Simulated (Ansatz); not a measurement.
Structure: HfSi3O8 on the sites of tetragonal HfO2 (relaxed group Pmm2) (it has left that coordination), at its r2SCAN minimum. It is orthorhombic, Pmm2 (No. 25); a = 3.444 Å, b = 5.815 Å, c = 5.822 Å in the conventional setting, 9.72 Å³ an atom. Si is surrounded by 6 O at 1.63–2.10 Å; Si is surrounded by 5 O at 1.66–2.03 Å; O is surrounded by 1 Si at 1.63 Å and 1 Hf at 1.89 Å; O is surrounded by 2 Si at 1.66 Å; O is surrounded by 2 Si at 1.80 Å; O is surrounded by 3 Si at 1.82–2.10 Å and 1 Hf at 2.38 Å; Hf is surrounded by 6 O at 1.89–2.38 Å; O is surrounded by 2 Si at 1.74 Å (further sites aren't listed).

3 runs of Ansatz on this cell differ in the functional (and in the settings that go with it). Levels are in eV from each run's valence top; v1 is the last filled band, c1 the first empty one.

Run A, mean stress +7.4 GPa (compression positive):
```
point     v2     v1    c1    c2
    Γ  -0.31  -0.24  3.93  4.74
    X  -0.45  -0.28  4.96  5.93
    S  -0.77  -0.27  5.16  5.89
```

Run B, mean stress -0.9 GPa (compression positive):
```
point     v2     v1    c1    c2
    Γ  -0.33  -0.29  5.68  6.51
    X  -0.55  -0.33  6.64  7.75
    S  -0.76  -0.35  6.85  7.67
```

Run C, mean stress -0.9 GPa (compression positive):
```
point     v2     v1    c1    c2
    Γ  -0.33  -0.29  6.43  7.27
    X  -0.55  -0.33  7.41  8.53
    S  -0.77  -0.36  7.62  8.45
```

Question: Match the runs to PBE, HSE06, PBE0.

Answer: A is PBE, B is HSE06, C is PBE0. In order of the gap: PBE 3.93, HSE06 5.68, PBE0 6.43 eV.

Values at 0 K without nuclear motion; spin polarisation is off, and the phase may be a hypothetical one.

No spin-orbit coupling is included; it can move band edges with weight on the heavy atoms by tenths of an eV.

The stress of a hybrid is loosely converged in these runs.

The meshes of the hybrids are coarse, so their gaps aren't converged to the digits shown.
